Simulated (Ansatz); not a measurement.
Ansatz (a program for electronic structure) input:

Ansatz 0.2 input:
```yaml
crystal:
  lattice:
    - [3.1980065165, 0.0, 0.0]
    - [-1.5990032583, 2.7695548848, 0.0]
    - [0.0, 0.0, 5.0457358846]
  atoms:
    - { symbol: Hf, position: [0.3333333333, 0.6666666667, 0.25] }
    - { symbol: Hf, position: [0.6666666667, 0.3333333333, 0.75] }
kpoints:
  mp_grid: { grid: [11, 11, 6] }
  band_path:
    path:
      - [[0.0, 0.0, 0.0], [0.5, 0.0, 0.0], [0.3333333333, 0.3333333333, 0.0], [0.0, 0.0, 0.0], [0.0, 0.0, 0.5], [0.5, 0.0, 0.5], [0.3333333333, 0.3333333333, 0.5], [0.0, 0.0, 0.5]]  # Γ-M-K-Γ-A-L-H-A
      - [[0.5, 0.0, 0.5], [0.5, 0.0, 0.0]]  # L-M
      - [[0.3333333333, 0.3333333333, 0.5], [0.3333333333, 0.3333333333, 0.0]]  # H-K
    npoints: 8
basis: { ecutwfc: 600 }
hamiltonian:
  xc: r2scan
  pseudopotentials: { azcp: { folder: ./paw }, kind: paw_fr }
magnetization: { noncollinear: true, spin_orbit: true }
scf:
  n_extra_bands: 12
  convergence: { dr2_threshold: 0.0000000001 }
  occupations: { method: gaussian, width: 0.05 }
output: { eigenvalues: true }
```

Output (shortened):

```
Pseudopotential: Hf, paw, valence charge 26
Functional definition: r2SCAN
non-collinear run that drives no moment, with spin-orbit …
Crystal: 2 atoms, lattice volume = 44.690 Å³
Basis set: ecut = 600 eV, 1461 PW (Γ), exchange–correlation on 108×108×180 points (64 copies of the dense FFT grid, shifted against one another)
Bands: 64, of which v1, the nominal top of the filled ones, is band 52 counted from 1 (51 counted from 0)
Symmetry: 24 space group operations + 24 with time reversal
k-points: 64 of 726
Projection manifold: j_resolved (fully-relativistic pseudo-atomic orbitals)
iter 1 solved again at ethr=1.07e-3 eV; its pass at ethr=3.10e-3 eV (dr2=5.59e-1 eV) is discarded
SCF iter   1: F=—  HF=-31416.340000 eV  |F-HF|=—  |Δ(HF+E_count)|=         —  Δρ=3.34e-2  dr2=5.62e-1  dr2_τ=1.16e-2  dr2_m=0.00e0 (ungated)  ethr=1.07e-3  |M|=0.00e0 ∫|m|=0.00e0 μB  |m|>n=0.0e0 m-floor=0.0e0 τ_xc=0.0e0  β_m=0.30  ⟨swp⟩=1.2  Hψ=11014  notcnv=0…
preconditioner: auto → Kerker (q_TF=auto, 2.798 Å⁻¹)
spin=Noncollinear: Kerker preconditioning applied to the charge; magnetization (m_x, m_y, m_z) channels mix plain (no charge-response kernel on spin).
SCF iter   2: F=—  HF=-31416.417372 eV  |F-HF|=—  |Δ(HF+E_count)|=   7.74e-2  Δρ=2.85e-2  dr2=4.13e-1  dr2_τ=1.52e-3  dr2_m=0.00e0 (ungated)  ethr=1.07e-3  |M|=0.00e0 ∫|m|=0.00e0 μB  |m|>n=0.0e0 m-floor=0.0e0 τ_xc=0.0e0  β_m=0.65  ⟨swp⟩=2.0  Hψ=2433  notcnv=0
SCF iter   3: F=—  HF=-31416.388911 eV  |F-HF|=—  |Δ(HF+E_count)|=   2.85e-2  Δρ=9.25e-3  dr2=2.35e-2  dr2_τ=1.42e-3  dr2_m=0.00e0 (ungated)  ethr=7.93e-4  |M|=0.00e0 ∫|m|=0.00e0 μB  |m|>n=0.0e0 m-floor=0.0e0 τ_xc=0.0e0  β_m=0.57  ⟨swp⟩=2.3  Hψ=3996  notcnv=0
SCF iter   4: F=—  HF=-31416.367914 eV  |F-HF|=—  |Δ(HF+E_count)|=   2.10e-2  Δρ=3.18e-3  dr2=1.76e-3  dr2_τ=8.07e-5  dr2_m=0.00e0 (ungated)  ethr=4.51e-5  |M|=0.00e0 ∫|m|=0.00e0 μB  |m|>n=0.0e0 m-floor=0.0e0 τ_xc=0.0e0  β_m=0.79  ⟨swp⟩=2.0  Hψ=3599  notcnv=0  defer=38
SCF iter   5: F=—  HF=-31416.368883 eV  |F-HF|=—  |Δ(HF+E_count)|=   9.69e-4  Δρ=1.36e-3  dr2=6.93e-4  dr2_τ=1.13e-5  dr2_m=0.00e0 (ungated)  ethr=3.39e-6  |M|=0.00e0 ∫|m|=0.00e0 μB  |m|>n=0.0e0 m-floor=0.0e0 τ_xc=0.0e0  β_m=0.89  ⟨swp⟩=2.0  Hψ=3664  notcnv=0  defer=38
SCF iter   6: F=—  HF=-31416.369108 eV  |F-HF|=—  |Δ(HF+E_count)|=   2.25e-4  Δρ=4.13e-4  dr2=4.34e-5  dr2_τ=1.26e-6  dr2_m=0.00e0 (ungated)  ethr=1.33e-6  |M|=0.00e0 ∫|m|=0.00e0 μB  |m|>n=0.0e0 m-floor=0.0e0 τ_xc=0.0e0  β_m=0.94  ⟨swp⟩=2.0  Hψ=3568  notcnv=0  defer=38
SCF iter   7: F=—  HF=-31416.369159 eV  |F-HF|=—  |Δ(HF+E_count)|=   5.03e-5  Δρ=8.99e-5  dr2=3.16e-6  dr2_τ=3.03e-8  dr2_m=0.00e0 (ungated)  ethr=8.34e-8  |M|=0.00e0 ∫|m|=0.00e0 μB  |m|>n=0.0e0 m-floor=0.0e0 τ_xc=0.0e0  β_m=0.97  ⟨swp⟩=2.0  Hψ=3671  notcnv=0  defer=38
SCF iter   8: F=—  HF=-31416.369161 eV  |F-HF|=—  |Δ(HF+E_count)|=   2.10e-6  Δρ=1.79e-5  dr2=1.15e-7  dr2_τ=1.21e-9  dr2_m=0.00e0 (ungated)  ethr=6.07e-9  |M|=0.00e0 ∫|m|=0.00e0 μB  |m|>n=0.0e0 m-floor=0.0e0 τ_xc=0.0e0  β_m=0.99  ⟨swp⟩=2.0  Hψ=2758  notcnv=0  defer=38
SCF iter  11: F=-31416.369161 eV  HF=-31416.369161 eV  |F-HF|=0.00e0  |Δ(HF+E_count)|=  7.28e-11  Δρ=1.74e-7  dr2=1.01e-11  dr2_τ=2.20e-13  dr2_m=0.00e0 (ungated)  ethr=1.00e-12  |M|=0.00e0 ∫|m|=0.00e0 μB  |m|>n=0.0e0 m-floor=0.0e0 τ_xc=0.0e0  ⟨swp⟩=3.4  Hψ=5846  notcnv=0
SCF 1 converged in 11 iterations: F = -31416.369161 eV  dr2 = 1.01e-11
NSCF: frozen V_eff on 75 k-points
SCF converged after 11 iterations
Magnetization: |M| = 0.0000 μB,  M = (+0.0000, +0.0000, +0.0000) μB
Absolute magnetization: 0.0000 μB (∫|m|)
  site 0: m = (+0.0000, +0.0000, +0.0000) μB, |m| = 0.0000 μB  (R = 1.29 Å)
  site 1: m = (+0.0000, +0.0000, +0.0000) μB, |m| = 0.0000 μB  (R = 1.29 Å)
Free energy (F): -31416.369161 eV
Harris-Foulkes:  -31416.369161 eV  (|F-HF|=0.00e0)
Internal energy: -31416.366282 eV  (E = F + TS)
E sigma→0 (E₀):  -31416.367721 eV
Entropy (-TS):   -0.002879 eV (-1.439 meV/atom)
Fermi energy:    18.076144 eV
--- Per-component energies (eV) ---
  E_band       = -50.642370
  E_kinetic    = 813.363347
  E_local      = -12635.885575  (includes V_loc(G=0)·N_el)
  E_nonlocal   = 123.558562
  E_hartree    = 6162.601153
  E_xc         = -501.424189
  E_vxc        = -557.933451  (∫ρ·V_xc dr)
  E_paw        = -15399.536062  (= ΣΔE_a)
  E_vpaw       = -146.902913  (= ΣTr[D̂ρ^β])
  E_aug_tail   = 0.000036  (compensation charges beyond the density's cutoff)
  E_vtau       = 27.955316  (kinetic-family band-sum trace: ∫τ·v_τ [+ j·A + Jᵃ·Aᵃ] dr)
  E_ewald      = -9979.688444
  E_core_change = 0.644890  (= ΣΔE_core)
  E_smearing   = -0.002879  (= −TS)
  E_closure    =  0.000000  (closes the sum)
  Σ components = -31416.369161   (vs F -31416.369161, Δ=0.00e0)
  [band-id]    e_kinetic+e_local+e_nonlocal+2·e_hartree+e_vxc+e_vpaw+e_augmentation_tail+e_vtau = -50.642372   (vs E_band -50.642370, Δ=-2.10e-6)
--- Band table (eV; the first three rows and the last of 64) ---
  k-point 0: bands = ["-45.5155", "-45.5155", "-45.4369", "-45.4369", "-19.1248", "-19.1248", "-18.8684", "-18.8684", "-11.7354", "-11.7354", "-11.1242", "-11.1242", "-10.9663", "-10.9663", "-10.9544", "-10.9544", "5.1527", "5.1527", "5.1562", "5.1562", …
  k-point 1: bands = ["-45.5103", "-45.5103", "-45.4422", "-45.4422", "-19.1074", "-19.1074", "-18.8853", "-18.8853", "-11.6876", "-11.6876", "-11.1138", "-11.1138", "-11.0118", "-11.0118", "-10.9770", "-10.9770", "5.1528", "5.1528", "5.1557", "5.1557", …
  k-point 2: bands = ["-45.4959", "-45.4959", "-45.4566", "-45.4566", "-19.0600", "-19.0600", "-18.9317", "-18.9317", "-11.5541", "-11.5541", "-11.1646", "-11.1646", "-11.0851", "-11.0851", "-11.0061", "-11.0061", "5.1530", "5.1530", "5.1547", "5.1547", …
  k-point 63: bands = ["-45.4329", "-45.4329", "-45.4329", "-45.4329", "-19.1435", "-19.1435", "-19.1376", "-19.1376", "-11.7622", "-11.7622", "-11.5545", "-11.5545", "-11.4129", "-11.4129", "-11.2097", "-11.2097", "5.1527", "5.1527", "5.1544", "5.1544", …
```

Cost: around 110 core-seconds (rough) on shared cores.

Space group P6_3/mmc (hcp (Mg type)). The r²SCAN relaxation kept the symmetry of its start; of distortions, only those at the zone centre were tested. No spin polarisation was allowed.

Potentials: the earlier of the program's two PAW sets.

Ansatz is a plane-wave DFT program.
